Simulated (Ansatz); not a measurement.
Input and command of a plane-wave DFT calculation in Ansatz:

```yaml
crystal:
  lattice:
    - [-1.4391, 1.4391, 2.229]
    - [1.4391, -1.4391, 2.229]
    - [1.3689, 1.3689, -2.229]
  atoms:
    - { symbol: Ga, position: [0.0, 0.0, 0.0] }
basis:
  ecutwfc: 500
kpoints:
  mp_grid: { grid: [24, 24, 24] }
hamiltonian:
  xc: r2scan
scf:
  occupations: { method: gaussian, width: 0.15 }
output:
  forces: true
  stress: true
  eigenvalues: true
  write_density: true
  write_potential: true
  elf: true
  volumetric_format: npy
```

```bash
ansatz run input.yaml --threads 1 --pin off --max-ram 2560MiB --backend cpu --events-out ev --progress --plain --runs-dir out
```

Processor: Arm Neoverse V1, 1 thread, on a host shared with other jobs.

**Question.** How long does it run, and how much memory does it take?

**Answer.** About 67 s on 1 thread of Arm Neoverse V1, on a shared host, peak memory 0.75 GiB. It solves 11 bands at 1963 k points (the mesh reduced by symmetry) with about 441 plane waves, in 6 SCF iterations.
